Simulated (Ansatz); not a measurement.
Given:

CsPbCl3 (cubic perovskite)

```xyz
5
Lattice="5.6186 0.0000 0.0000 0.0000 5.6186 0.0000 0.0000 0.0000 5.6186" Properties=species:S:1:pos:R:3 pbc="T T T"
Cs     0.0000     0.0000     0.0000
Pb     2.8093     2.8093     2.8093
Cl     0.0000     2.8093     2.8093
Cl     2.8093     2.8093     0.0000
Cl     2.8093     0.0000     2.8093
```

This relaxed cell (volume V₀) is scaled evenly in all directions, its shape held. Symmetry pins the atoms to their sites.

All values below come from PBEsol (plane waves to 420 eV, PAW, scalar-relativistic; Ansatz, a program for electronic structure). k mesh 6×6×6 (Γ-centred), Fermi-Dirac smearing 0.05 eV. Energies are smeared free energies. Stress and pressure are positive under compression. CsPbCl3 was relaxed with its symmetry unable to fall. Spin-orbit coupling is left out, though Pb is heavy. This is a high-temperature form of CsPbCl3. ΔE is measured from the relaxed starting cell.

The scan covers V/V₀ from 0.940 to 1.060 in 13 points.

**Question.** What is ΔE at V/V₀ = 1.060?

**Answer.** 8.9 meV/atom.

**Question.** What is ΔE at V/V₀ = 0.940?

**Answer.** 11.3 meV/atom.

**Question.** What pressure does the cell carry at V/V₀ = 0.940?

**Answer.** 1.79 GPa.

(Under strain, the slope of the energy per volume gives the stress and its curvature an elastic modulus.)
